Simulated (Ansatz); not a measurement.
## Cs₂NaYBr₆, a database entry at a rescaled volume

```
Na Br Y Cs
1.0
     0.00000    5.59822    5.59822
     5.59822    0.00000    5.59822
     5.59822    5.59822    0.00000
Na Br Y Cs
1 6 1 2
Direct
  0.50000 0.50000 0.50000
  0.75540 0.24460 0.24460
  0.24460 0.75540 0.24460
  0.24460 0.75540 0.75540
  0.75540 0.24460 0.75540
  0.24460 0.24460 0.75540
  0.75540 0.75540 0.24460
  0.00000 0.00000 0.00000
  0.25000 0.25000 0.25000
  0.75000 0.75000 0.75000
```

The numbers come from plane-wave PAW DFT (Ansatz): m-r2SCAN, no spin polarisation, 500 eV, 4×4×4 Γ-centred k points, fermi-dirac occupations (width 0.1 eV). Nothing was relaxed.

(1) How is the charge shared?

(2) Describe some of the short contacts.

(3) Which orbitals make up the band edges?

(4) Where is the largest force?

(5) What does the stress say?

(6) What is the band gap?

Origin: a database entry at a rescaled volume. Caveats: m-r2SCAN is r2SCAN with a changed spin dependence that lowers moments.

Results:

(1) Bader charges in e: Cs +0.88, Na +0.87, Y +2.08, Br -0.78. In the mean Y gives up most and Br takes most.

(2) Br–Y at 2.74 Å: least valence density 0.31 e/Å³ and ELF 0.21 there. Na–Br at 2.86 Å: least valence density 0.08 e/Å³ and ELF 0.02 there, a closed-shell (ionic or weak) contact. Cs–Br at 3.96 Å: least valence density 0.04 e/Å³ and ELF 0.02 there, so no covalent bond. These are pseudo-fields; inside the PAW spheres they differ from the all-electron ones.

(3) Within 0.7 eV of the edges, the states project mainly on Br p (98 %) below the gap and on Y d (79 %) above it.

(4) The largest is on Br3 (and as large on other atoms): 0.27 eV/Å, components (0.00, 0.27, 0.00). It makes 180° with the line to a nearest neighbour, Y8 at 2.74 Å, pointing away from it.

(5) The pressure is 1.1 GPa (compression positive), so with the atoms held at these fractions the cell would first expand.

(6) The gap is 4.79 eV, direct at the points sampled. A semilocal functional usually gives too small a gap.
